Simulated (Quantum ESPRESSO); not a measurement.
Al3Au3AgMo, different elements on one site, starting from this cell

Simulated, not a measurement. The program is pw.x of Quantum ESPRESSO 7.5 (plane-wave density functional theory). The cell is made up: eight metal atoms on a face-centred cubic lattice, with elements, volume, strain and displacements drawn at random and not relaxed, so it may be unstable or far from any real phase. PseudoDojo standard norm-conserving files set the functional (PBE unless stated); there is no spin polarisation or spin-orbit coupling, the Fermi-Dirac width of 0.25 eV means electrons at about 2900 K, and the masses in the input are unused placeholders. Heavy elements are run without spin-orbit coupling, which real alloys of them have. A spin test at this wide smearing found no moment, but such smearing suppresses magnetism that the real alloy may have.

The runs put different elements on site 6. Cell, positions, cutoff, mesh and smearing stay as in the input of run 1; sites are counted in its order. Stress in the tables is positive in tension.

Input of run 1:

```
&control calculation='scf', pseudo_dir='./dojo.nc.sr.pbe.v0_5.standard.upf', outdir='./o', disk_io='medium', tprnfor=.true., tstress=.true. /
&system ibrav=0, nat=8, ntyp=4, nbnd=60, ecutwfc=82.02448710, nosym=.true., tot_charge=0,
 occupations='smearing', smearing='fd', degauss=0.0183746611
/
&electrons conv_thr=1.470e-08, electron_maxstep=70, mixing_beta=0.5 /
ATOMIC_SPECIES
Ag 1.0 Ag.upf
Al 1.0 Al.upf
Au 1.0 Au.upf
Mo 1.0 Mo.upf
CELL_PARAMETERS angstrom
-2.1146 -4.1827 -1.999
-4.1066 2.0063 2.0463
0.0721 4.2311 -4.1668
ATOMIC_POSITIONS angstrom
Al -0.0275 -0.1623 0.0615
Au -0.095 2.061 -2.1107
Au -1.9662 1.9563 -0.0425
Au -2.0057 4.3185 -2.0857
Al -2.0924 0.0399 -2.0518
Al -2.0712 2.3208 -4.1885
Ag -4.1247 -0.1965 -0.0849
Mo -3.9906 2.0721 -1.9498
K_POINTS automatic
5 5 4 1 1 1
```

```
run  elements on sites 1 to 8  -TS (eV)  pressure (GPa)  stress xx (GPa)  stress yy (GPa)  stress zz (GPa)  stress yz (GPa)  stress xz (GPa)  stress xy (GPa)  iterations
  1   Al Au Au Au Al Al Ag Mo    -1.086           -4.32             6.26             3.67             3.03             0.16            -0.48             0.73          12
  2   Al Au Au Au Al Re Ag Mo    -1.241           -7.58             7.63             8.07             7.03            -1.92            -2.21             2.20          13
  3   Al Au Au Au Al Ta Ag Mo    -1.189           -2.47             3.39             2.23             1.79            -1.29            -1.96             0.76          14
  4   Al Au Au Au Al Nb Ag Mo    -1.251           -2.17             2.86             2.20             1.45            -1.39            -2.07             0.91          13
```

Forces Fx Fy Fz (eV/Å):

| site | run 1 | run 2 | run 3 | run 4 |
| --- | --- | --- | --- | --- |
| 1 | 0.59 0.30 0.23 | -0.03 0.21 0.52 | 0.68 0.58 0.36 | 0.68 0.55 0.35 |
| 2 | 0.37 0.37 -0.15 | 0.58 0.27 0.00 | 0.52 0.29 -0.04 | 0.57 0.30 0.02 |
| 3 | -0.01 0.10 0.28 | -0.11 -0.02 0.02 | -0.11 -0.02 -0.05 | -0.19 -0.08 -0.13 |
| 4 | 0.02 -0.18 0.26 | 0.00 -0.18 0.37 | 0.04 -0.10 0.39 | -0.01 -0.09 0.44 |
| 5 | 0.19 0.15 -0.68 | 0.06 -0.17 -0.25 | 0.19 0.26 -0.75 | 0.17 0.25 -0.75 |
| 6 | 0.18 -1.14 0.56 | 1.19 -2.08 0.94 | 0.68 -2.72 1.36 | 0.76 -2.62 1.25 |
| 7 | -0.58 0.43 0.48 | -1.23 0.91 0.41 | -1.22 1.07 0.31 | -1.24 1.08 0.30 |
| 8 | -0.77 -0.02 -0.99 | -0.46 1.07 -2.01 | -0.76 0.64 -1.59 | -0.74 0.62 -1.48 |

Energies are left out, as each element's file has its own zero. A rerun of one cell of this series at a higher cutoff and on a denser mesh moved values by no more than 0.009 eV in energy, 0.10 GPa in stress and 0.008 eV/Å in force, and a second program with other atomic files agreed on that cell to 2 % rms in force and 0.5 GPa in pressure.